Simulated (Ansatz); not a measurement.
Nb3Ir:
```yaml
crystal:
  lattice:
    - [5.14990, 0.00000, 0.00000]
    - [0.00000, 5.14990, 0.00000]
    - [0.00000, 0.00000, 5.14990]
  atoms:
    - { symbol: Nb, position: [0.50000, 0.25000, 0.00000] }
    - { symbol: Nb, position: [0.50000, 0.75000, 0.00000] }
    - { symbol: Nb, position: [0.25000, 0.00000, 0.50000] }
    - { symbol: Nb, position: [0.75000, 0.00000, 0.50000] }
    - { symbol: Nb, position: [0.00000, 0.50000, 0.25000] }
    - { symbol: Nb, position: [0.00000, 0.50000, 0.75000] }
    - { symbol: Ir, position: [0.50000, 0.50000, 0.50000] }
    - { symbol: Ir, position: [0.00000, 0.00000, 0.00000] }
```

Relaxed with r²SCAN. Special points in fractions of this cell's reciprocal vectors: Γ (0.000, 0.000, 0.000); X (0.000, 0.500, 0.000); M (0.500, 0.500, 0.000); R (0.500, 0.500, 0.500).

Problem. List the band energies nearest the Fermi level at these points for r²SCAN with spin–orbit coupling (plane waves, PAW; program Ansatz).

Solution. In eV from the Fermi level; about four levels below and three above (degenerate sets whole), none deeper than 8.9 eV; points with the same levels are listed once.

```tsv
k	below	above
Γ	-0.97 -0.97 -0.97 -0.97	0.63 0.63 0.63 0.63
X	-0.39 -0.39 -0.39 -0.39	0.23 0.23 0.23 0.23
M	-0.07 -0.07 -0.01 -0.01	0.94 0.94 1.13 1.13
R	-0.71 -0.71 -0.71 -0.71	1.21 1.21 1.21 1.21 1.21 1.21 1.21 1.21
```

Space group Pm-3n (A15 (Cr3Si type)). The workflow started from a Materials Project entry (that database holds measured and hypothetical structures alike); the Crystallography Open Database files this formula in space group No. 223, but the cells were not matched. Its standing as an ambient phase is unchecked. Symmetry was held in the r²SCAN relaxation; whether a distortion lowers the energy is not shown. No spin polarisation was allowed.

Potentials: the later of the program's two PAW sets.
